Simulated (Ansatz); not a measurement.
Input:

Hf:
Space group P6₃/mmc (No. 194); a = b = 3.1981 Å, c = 5.0457 Å, α = β = 90.00°, γ = 120.00°

| atom | site | symmetry | x | y | z |
|---|---|---|---|---|---|
| Hf | 2d | -6m2 | 0.6667 | 0.3333 | 0.2500 |

This is the r²SCAN-relaxed structure.

### Question
All from r²SCAN (plane waves, PAW; program Ansatz), unless another level is named. Predict the density of states at the Fermi level.

### Answer
0.61 states/eV per atom (mean over ±0.08 eV).

### Question
Next, the gap with spin–orbit coupling?

### Answer
none (metallic).

Space group P6_3/mmc (hcp (Mg type)). The r²SCAN relaxation kept the symmetry of its start; of distortions, only those at the zone centre were tested. No spin polarisation was allowed. Axis ratios of metals converge slowly with the k-mesh, so a and c are less sure than the volume. Spin–orbit coupling is left out wherever it is not named.

Potentials: the later of the program's two PAW sets.
